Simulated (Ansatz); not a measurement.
Sc (hcp (Mg type), P6_3/mmc), a = 3.3291 Å, b = 3.3291 Å, c = 5.1911 Å, α = 90.00°, β = 90.00°, γ = 120.00°.

Relaxed with r²SCAN.

Question: Decompose the optical modes at the zone centre into irreducible representations, and say which are infrared and Raman allowed.

Answer: Point group 6/mmm: Γ_opt = B1g + E2g. Infrared: none. Raman: E2g.

Question: Assign frequencies (DFPT, the program Ansatz at the r²SCAN level (PAW)).

Answer: E2g 132, B1g 233 cm⁻¹.

Subscripts of B labels follow the axes of the standard setting.

Symmetry was held in the r²SCAN relaxation. The run is not spin-polarised. As this level gives no gap, phonon frequencies hold no LO–TO term and depend on the k-mesh and smearing (Fermi–Dirac, 0.1 eV here). Axis ratios of metals converge slowly with the k-mesh, so a and c are less sure than the volume.

Potentials: the later of the program's two PAW sets.
